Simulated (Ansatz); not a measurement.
SrO:
```xyz
4
Lattice="3.5471 0.0000 0.0000 -1.7736 3.0719 0.0000 0.0000 0.0000 6.2087" Properties=species:S:1:pos:R:3 pbc="T T T"
Sr     0.0000     2.0479     1.5522
Sr     1.7736     1.0240     4.6566
O      0.0000     0.0000     0.0000
O      0.0000     0.0000     3.1044
```

Relaxed with r²SCAN. Special points in fractions of this cell's reciprocal vectors: Γ (0.000, 0.000, 0.000); M (0.500, 0.000, 0.000); K (0.333, 0.333, 0.000); A (0.000, 0.000, 0.500); L (0.500, 0.000, 0.500); H (0.333, 0.333, 0.500).

Question: List the band energies nearest the valence-band maximum at these points for r²SCAN (plane waves, PAW; program Ansatz).

Answer: In eV from the valence-band maximum; about four levels below and three above (degenerate sets whole), none deeper than 8.9 eV; points with the same levels are listed once.

| k | below | above |
|---|---|---|
| Γ | -1.03 -1.03 -0.80 -0.80 0.00 | 3.69 5.45 5.73 |
| M | -1.44 -1.34 -0.54 -0.25 | 3.54 6.20 6.58 |
| K | -1.45 -1.45 -1.39 -1.39 -0.57 | 5.14 5.14 8.12 |
| A | -0.94 -0.94 -0.94 -0.94 | 5.18 5.18 6.59 6.59 |
| L | -1.24 -1.24 -0.99 -0.99 | 4.78 4.78 7.34 7.34 |
| H | -1.12 -1.12 -0.69 -0.69 | 5.50 5.50 7.35 7.35 |

Space group P6_3/mmc (NiAs type). The first step of the workflow began from a Materials Project structure, measured or hypothetical; the Crystallography Open Database copy checked does not list it. It is not the phase usual at ambient conditions (space group No. 225). Symmetry was held in the r²SCAN relaxation; whether a distortion lowers the energy is not shown. Spin–orbit coupling is left out wherever it is not named.

Potentials: the later of the program's two PAW sets.
